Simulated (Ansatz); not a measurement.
VPt (L1₀ or tetragonal B2, P4/mmm) at seven volumes, PBEsol in the plane-wave PAW code Ansatz, shape and atoms relaxed at each. One row is withheld.

| V (Å³/atom) | P (GPa) |
|---|---|
| 12.537 | 31.67 |
| 12.950 | 19.27 |
| 13.364 | 8.81 |
| 13.777 | 0.01 |
| 14.190 | -7.40 |
| 14.603 | -13.62 |
| 15.017 | ? |

Fit the shown pressures and predict the withheld one.

P = (3/2)B₀(x^(7/2) − x^(5/2))[1 + (3/4)(B′ − 4)(x − 1)] with x = (V₀/V)^(2/3). Least squares on the six rows gives V₀ = 13.778 Å³/atom, B₀ = 269 GPa, B′ = 4.70. At V = 15.017, x = 0.9442 and P = -18.93 GPa. The run itself gave -18.84 GPa.

The workflow started from an entry of the Crystallography Open Database (COD). Whether it is the stable phase at ambient conditions was not checked. Symmetry was held in the PBEsol relaxation; of distortions, only those at the zone centre were tested. The workflow began spin-polarised and lost its moments. Spin–orbit coupling is left out wherever it is not named.

Potentials: the later of the program's two PAW sets.
